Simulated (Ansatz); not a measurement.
PbS (rock salt)

Space group Fm-3m (No. 225); a = b = c = 5.974 Å, α = β = γ = 90.00°

```
atom  site  symmetry       x       y       z
----  ----  --------  ------  ------  ------
S       4a      m-3m  0.0000  0.0000  0.0000
Pb      4b      m-3m  0.5000  0.5000  0.5000
```
(The calculation used a cell of 2 atoms; values per cell refer to that cell.)

Two coordinates are scanned: the volume, and the ratio of the stretch along z (the conventional c axis) to the stretch across it. Atoms keep their fractional coordinates.

Method: r2SCAN (plane waves to 500 eV, PAW, scalar-relativistic; Ansatz, a program for electronic structure). k mesh 10×10×10 (Γ-centred), Fermi-Dirac smearing 0.05 eV. Compression counts positive. PbS was relaxed with its symmetry unable to fall. Spin-orbit coupling is left out, though Pb is heavy.

Changes of P (GPa) from the point V/V₀ = 1.000, (c/a)/(c/a)₀ = 1.000 when one coordinate moves alone (two changes are said to add if the coupling is within 5 % of the smaller one, nearly so within 20 %):

```json
[
 {"point": "V/V₀ = 1.000, (c/a)/(c/a)₀ = 0.960", "change": "0.269"},
 {"point": "V/V₀ = 1.000, (c/a)/(c/a)₀ = 0.980", "change": "0.065"},
 {"point": "V/V₀ = 0.960, (c/a)/(c/a)₀ = 1.000", "change": "2.577"},
 {"point": "V/V₀ = 0.980, (c/a)/(c/a)₀ = 1.000", "change": "1.221"},
 {"point": "V/V₀ = 1.020, (c/a)/(c/a)₀ = 1.000", "change": "-1.098"},
 {"point": "V/V₀ = 1.040, (c/a)/(c/a)₀ = 1.000", "change": "-2.086"},
 {"point": "V/V₀ = 1.000, (c/a)/(c/a)₀ = 1.020", "change": "0.061"},
 {"point": "V/V₀ = 1.000, (c/a)/(c/a)₀ = 1.040", "change": "0.235"}
]
```

Task: What is the change at V/V₀ = 0.960, (c/a)/(c/a)₀ = 1.040, where both move, and how far is it from the sum?

Result: The sum of the single changes is 2.577 + (0.235) = 2.812; the calculation gives 2.841, so the coupling contributes 0.029 (under 20 % of the smaller single change, nearly additive).

Task: Do the two effects add at V/V₀ = 1.020, (c/a)/(c/a)₀ = 0.960? Give the computed change.

Result: The sum of the single changes is -1.098 + (0.269) = -0.829; the calculation gives -0.843, so the coupling contributes -0.014 (under 20 % of the smaller single change, nearly additive).

(Under strain, the slope of the energy per volume gives the stress and its curvature an elastic modulus.)
